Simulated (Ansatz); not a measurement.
Input file for Ansatz (a first-principles code):

Ansatz 0.2 input:
```yaml
crystal:
  lattice:
    - [0.0, 3.3901503214, 3.3901503214]
    - [3.3901503214, 0.0, 3.3901503214]
    - [3.3901503214, 3.3901503214, 0.0]
  atoms:
    - { symbol: Se, position: [0.25, 0.25, 0.25] }
    - { symbol: Sn, position: [0.0, 0.0, 0.0] }
kpoints:
  mp_grid: { grid: [8, 8, 8] }
  band_path:
    path:
      - [[0.0, 0.0, 0.0], [0.5, 0.0, 0.5], [0.625, 0.25, 0.625]]  # Γ-X-U
      - [[0.375, 0.375, 0.75], [0.0, 0.0, 0.0], [0.5, 0.5, 0.5], [0.5, 0.25, 0.75], [0.5, 0.0, 0.5]]  # K-Γ-L-W-X
    npoints: 12
basis: { xc_grid: 2 }
hamiltonian:
  xc: pbe
  pseudopotentials: { kind: paw }
magnetization: { noncollinear: true, spin_orbit: true }
scf:
  n_extra_bands: 12
  convergence: { dr2_threshold: 0.0000000001 }
  occupations: { method: gaussian, width: 0.05 }
output: { eigenvalues: true }
```

Output (shortened):

```
Pseudopotential: Se, paw_fr, valence charge 16
Pseudopotential: Sn, paw_fr, valence charge 14
Functional definition: PBE
non-collinear run that drives no moment, with spin-orbit …
Crystal: 2 atoms, lattice volume = 77.927 Å³
Basis set: ecut = 420 eV, 1471 PW (Γ), exchange–correlation on 72×72×72 points (8 copies of the dense FFT grid, shifted against one another)
Bands: 42, of which v1, the nominal top of the filled ones, is band 30 counted from 1 (29 counted from 0)
Symmetry: 24 space group operations + 24 with time reversal
k-points: 29 of 512 (time reversal used)
Projection manifold: j_resolved (fully-relativistic pseudo-atomic orbitals)
SCF iter   1: F=—  HF=-11496.139216 eV  |F-HF|=—  |Δ(HF+E_count)|=         —  Δρ=2.08e-2  dr2=3.93e-1  dr2_m=0.00e0 (ungated)  ethr=3.10e-3  |M|=0.00e0 ∫|m|=0.00e0 μB  |m|>n=0.0e0 m-floor=0.0e0 τ_xc=0.0e0  β_m=0.30  ⟨swp⟩=9.6  Hψ=6756  notcnv=0  defer=20
preconditioner: auto → none
SCF iter   2: F=—  HF=-11496.033583 eV  |F-HF|=—  |Δ(HF+E_count)|=   1.06e-1  Δρ=1.24e-2  dr2=1.23e-1  dr2_m=0.00e0 (ungated)  ethr=1.31e-3  |M|=0.00e0 ∫|m|=0.00e0 μB  |m|>n=0.0e0 m-floor=0.0e0 τ_xc=0.0e0  β_m=0.43  ⟨swp⟩=3.5  Hψ=2253  notcnv=0  defer=154
SCF iter   3: F=—  HF=-11496.004688 eV  |F-HF|=—  |Δ(HF+E_count)|=   2.89e-2  Δρ=4.94e-3  dr2=2.01e-2  dr2_m=0.00e0 (ungated)  ethr=4.11e-4  |M|=0.00e0 ∫|m|=0.00e0 μB  |m|>n=0.0e0 m-floor=0.0e0 τ_xc=0.0e0  β_m=0.45  ⟨swp⟩=3.0  Hψ=1834  notcnv=0  defer=154
SCF iter   4: F=—  HF=-11496.000550 eV  |F-HF|=—  |Δ(HF+E_count)|=   4.14e-3  Δρ=1.07e-3  dr2=7.30e-4  dr2_m=0.00e0 (ungated)  ethr=6.71e-5  |M|=0.00e0 ∫|m|=0.00e0 μB  |m|>n=0.0e0 m-floor=0.0e0 τ_xc=0.0e0  β_m=0.52  ⟨swp⟩=2.3  Hψ=1728  notcnv=0  defer=154
SCF iter   5: F=—  HF=-11496.000682 eV  |F-HF|=—  |Δ(HF+E_count)|=   1.33e-4  Δρ=1.83e-4  dr2=1.68e-5  dr2_m=0.00e0 (ungated)  ethr=2.43e-6  |M|=0.00e0 ∫|m|=0.00e0 μB  |m|>n=0.0e0 m-floor=0.0e0 τ_xc=0.0e0  β_m=0.70  ⟨swp⟩=2.3  Hψ=1739  notcnv=0  defer=154
SCF iter   6: F=—  HF=-11496.000713 eV  |F-HF|=—  |Δ(HF+E_count)|=   3.13e-5  Δρ=4.46e-5  dr2=1.15e-6  dr2_m=0.00e0 (ungated)  ethr=5.59e-8  |M|=0.00e0 ∫|m|=0.00e0 μB  |m|>n=0.0e0 m-floor=0.0e0 τ_xc=0.0e0  β_m=0.71  ⟨swp⟩=2.0  Hψ=1358  notcnv=0  defer=154
SCF iter   7: F=—  HF=-11496.000725 eV  |F-HF|=—  |Δ(HF+E_count)|=   1.16e-5  Δρ=5.41e-6  dr2=2.65e-8  dr2_m=0.00e0 (ungated)  ethr=3.84e-9  |M|=0.00e0 ∫|m|=0.00e0 μB  |m|>n=0.0e0 m-floor=0.0e0 τ_xc=0.0e0  β_m=0.78  ⟨swp⟩=2.0  Hψ=2022  notcnv=0  defer=154
SCF iter   8: F=—  HF=-11496.000725 eV  |F-HF|=—  |Δ(HF+E_count)|=   8.48e-9  Δρ=7.31e-7  dr2=9.14e-10  dr2_m=0.00e0 (ungated)  ethr=8.84e-11  |M|=0.00e0 ∫|m|=0.00e0 μB  |m|>n=0.0e0 m-floor=0.0e0 τ_xc=0.0e0  β_m=0.81  ⟨swp⟩=2.0  Hψ=1948  notcnv=0  defer=154
SCF iter   9: F=-11496.000725 eV  HF=-11496.000725 eV  |F-HF|=4.00e-11  |Δ(HF+E_count)|=  5.78e-10  Δρ=1.70e-7  dr2=4.07e-11  dr2_m=0.00e0 (ungated)  ethr=1.00e-12  |M|=0.00e0 ∫|m|=0.00e0 μB  |m|>n=0.0e0 m-floor=0.0e0 τ_xc=0.0e0  ⟨swp⟩=10.3  Hψ=5170  notcnv=0
SCF 1 converged in 9 iterations: F = -11496.000725 eV  dr2 = 4.07e-11
NSCF: frozen V_eff on 74 k-points
SCF converged after 9 iterations
Magnetization: |M| = 0.0000 μB,  M = (+0.0000, +0.0000, +0.0000) μB
Absolute magnetization: 0.0000 μB (∫|m|)
  site 0: m = (+0.0000, +0.0000, +0.0000) μB, |m| = 0.0000 μB  (R = 1.21 Å)
  site 1: m = (+0.0000, +0.0000, +0.0000) μB, |m| = 0.0000 μB  (R = 1.21 Å)
Free energy (F): -11496.000725 eV
Harris-Foulkes:  -11496.000725 eV  (|F-HF|=4.00e-11)
Internal energy: -11496.000461 eV  (E = F + TS)
E sigma→0 (E₀):  -11496.000593 eV
Entropy (-TS):   -0.000265 eV (-0.132 meV/atom)
Fermi energy:    5.328878 eV
--- Per-component energies (eV) ---
  E_band       = -589.215017
  E_kinetic    = 302.142237
  E_local      = -4169.861351  (includes V_loc(G=0)·N_el)
  E_nonlocal   = -628.370649
  E_hartree    = 2114.980776
  E_xc         = -486.995674
  E_vxc        = -193.536447  (∫ρ·V_xc dr)
  E_paw        = -6045.816698  (= ΣΔE_a)
  E_vpaw       = -129.549573  (= ΣTr[D̂ρ^β])
  E_aug_tail   = -0.000564  (compensation charges beyond the density's cutoff)
  E_ewald      = -2582.078537
  E_smearing   = -0.000265  (= −TS)
  E_closure    = 0.000000  (closes the sum)
  Σ components = -11496.000725   (vs F -11496.000725, Δ=0.00e0)
  [band-id]    e_kinetic+e_local+e_nonlocal+2·e_hartree+e_vxc+e_vpaw+e_augmentation_tail = -589.214794   (vs E_band -589.215017, Δ=2.23e-4)
--- Band table (eV; the first three rows and the last of 29) ---
  k-point 0: bands = ["-42.8032", "-42.8032", "-42.8032", "-42.8032", "-41.9099", "-41.9099", "-41.9092", "-41.9092", "-41.9092", "-41.9092", "-17.1205", "-17.1205", "-17.1205", "-17.1205", "-16.0867", "-16.0867", "-16.0796", "-16.0796", "-16.0796", …
  k-point 1: bands = ["-42.8032", "-42.8032", "-42.8032", "-42.8032", "-41.9099", "-41.9099", "-41.9092", "-41.9092", "-41.9092", "-41.9092", "-17.1206", "-17.1204", "-17.1204", "-17.1203", "-16.0866", "-16.0866", "-16.0799", "-16.0799", "-16.0794", …
  k-point 2: bands = ["-42.8032", "-42.8032", "-42.8032", "-42.8032", "-41.9099", "-41.9099", "-41.9092", "-41.9092", "-41.9092", "-41.9092", "-17.1205", "-17.1202", "-17.1202", "-17.1200", "-16.0862", "-16.0862", "-16.0805", "-16.0805", "-16.0785", …
  k-point 28: bands = ["-42.8032", "-42.8032", "-42.8032", "-42.8032", "-41.9099", "-41.9099", "-41.9092", "-41.9092", "-41.9092", "-41.9092", "-17.1226", "-17.1200", "-17.1185", "-17.1177", "-16.0898", "-16.0823", "-16.0812", "-16.0786", "-16.0775", …
```

Cost: very roughly 30 core-seconds on shared cores.

Space group F-43m (zinc blende). The start of the workflow was typed in or built on a structure type; neither database checked (COD, Materials Project) lists it. It is not the phase usual at ambient conditions (space group No. 62). The cell was relaxed with PBE under the symmetry of its start; its stability against distortions is not shown here. The volume moved by 17 % from the start of the relaxation.

Potentials: the later of the program's two PAW sets.

Ansatz is a plane-wave DFT program.
